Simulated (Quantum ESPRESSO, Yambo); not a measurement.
## BaHI: DFT and GW levels

Space group P4/nmm, origin choice 1 (No. 129); a = b = 4.776 Å, c = 7.800 Å, α = β = γ = 90.00°

| atom | site | symmetry | x | y | z |
|---|---|---|---|---|---|
| H | 2a | -4m2 | 0.0000 | 0.0000 | 0.0000 |
| I | 2c | 4mm | 0.5000 | 0.0000 | 0.3404 |
| Ba | 2c | 4mm | 0.0000 | 0.5000 | 0.1731 |

The geometry is that of Materials Project entry mp-23862, symmetrised and not relaxed again.

Starting point: norm-conserving PBEsol (Quantum ESPRESSO, 72 Ry, with spin-orbit coupling). G0W0 in Yambo: 2×2×2 Γ-centred k mesh, 358 bands and a 6 Ry block in the screening, 358 bands in G with the Bruneval-Gonze terminator, plasmon pole fitted at 27.2 eV.

- PBEsol gap along the band path = 2.55 eV
- PBEsol gap between the mesh's edge points (Z → Z) = 2.55 eV
- G0W0 gap between the same points = 3.96 eV

```
k point  band  E PBEsol (eV)  E QP (eV)  shift (eV)     Z
-------  ----  -------------  ---------  ----------  ----
Γ          VB          -0.85      -1.85       -1.00  0.81
Γ          CB           2.96       3.53        0.57  0.83
Z        VB−2          -0.77      -1.78       -1.00  0.81
Z        VB−1           0.00      -0.91       -0.91  0.80
Z          VB           0.00      -0.91       -0.91  0.80
Z          CB           2.55       3.05        0.50  0.83
Z        CB+1           2.55       3.05        0.50  0.83
M          VB          -1.09      -2.12       -1.03  0.78
M          CB           3.06       3.66        0.60  0.83
A          VB          -1.00      -2.00       -1.00  0.79
A          CB           4.35       5.03        0.68  0.82
```

Energies count from the PBEsol valence-band maximum.

Nearest settings tried, and what they do to the gap: 228 bands in W, 228 bands in G: -12 meV; 5 Ry block (223 vectors against 311): -64 meV. Not varied: mesh. So the settings aren't converged at that level. The k mesh is coarse.
